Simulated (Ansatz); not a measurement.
The relaxed structure here is a generated cell of SiC: the first start was made by placing the elements on the sites of a structure type, and the end was not matched to a known phase here, so it may be hypothetical. Known forms of SiC include space group No. 186, 216.

The end point of a relaxation of SiC. Space group Pnma (No. 62). Level of theory: r2SCAN (plane waves to 500 eV, PAW, scalar-relativistic; Ansatz, an electronic-structure program).

```xyz
8
Lattice="5.7866 0.0000 0.0000 0.0000 3.1249 0.0000 0.0000 0.0000 5.1836" Properties=species:S:1:pos:R:3 pbc="T T T"
Si     0.9220     0.7812     2.0958
Si     1.9713     2.3437     4.6876
Si     4.8646     2.3437     3.0878
Si     3.8153     0.7812     0.4960
C      4.7650     0.7812     2.0573
C      3.9149     2.3437     4.6491
C      1.0216     2.3437     3.1263
C      1.8717     0.7812     0.5345
```

Give the band gap at the level r2SCAN.

3.03 eV, indirect (valence top at Γ, conduction bottom at U) (no spin-orbit coupling).

What smallest direct gap does r2SCAN give?

3.56 eV at 25 % of the way from Γ to X.

No spin polarisation in the result.

The run could not lose the symmetry of its start; a randomly shaken copy of 8 atoms returns to this structure.
